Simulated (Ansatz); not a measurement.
K2S:
```
CELL_PARAMETERS angstrom
      0.00000     3.73106     3.73106
      3.73106     0.00000     3.73106
      3.73106     3.73106     0.00000
ATOMIC_POSITIONS crystal
  K  0.25000 0.25000 0.25000
  K  0.75000 0.75000 0.75000
  S  0.00000 0.00000 0.00000
```

Relaxed with PBE.

Task: Map the valence electron density (e/Å³), cut off at 1 on the plane through (0.250, 0.250, 0.250) spanned by u = [1, 0, 0] and v = [-1, 1, 1] in lattice vectors, from DFT-PBE in the program Ansatz with PAW potentials.

Result: x is the fraction of u, y of v (the angle between them is 90°; rows are the nearest grid lines); atoms in the plane: K at (0.00, 0.00), K at (0.00, 0.50), S at (0.50, 0.75).
```
|@@@@@-.             .-@@@@@|
|@@@@*:.    .....    .:*@@@@|
|@@@%-.   ...:::...   .-%@@@|
|=-:..  .:-=*###*=-:.  ..:-=|
|...   ..:=*@@@@@*=:..   ...|
|      .:=#@@#=#@@#=:.      |
|      .:=%@@=.=@@%=:.      |
|      .:=#@@@%@@@#=:.      |
|::..   .:-+#%@%#+-:.   ..::|
|**=:.  ..:-=+++=-:..  .:=**|
|@@@@+:.   .......   .:+@@@@|
|@@@@@-.             .-@@@@@|
|@@@@@-.             .-@@@@@|
|@@@@+:               :+@@@@|
|**=:.                 .:=**|
|::..                   ..::|
|                           |
|                           |
|                           |
|..                       ..|
|=-:.                   .:-=|
|@@@%=.               .=%@@@|
|@@@@#:               :#@@@@|
|@@@@@-.             .-@@@@@|
```
Scale: ten equal steps from 0.003 (start of ' ') to 1.00 (end of '@'), in the order ' .:-=+*#%@'; x runs from 0.000 to 1.00, y from 0.000 (bottom) to 1.00 (top).

The density is the valence pseudo-density with augmentation charge, so density and ELF within about 1 Å of a nucleus are not all-electron values.

Space group Fm-3m (anti-fluorite). The PBE relaxation kept the symmetry of its start; phonons on a q-mesh show no instability.

Potentials: the later of the program's two PAW sets.
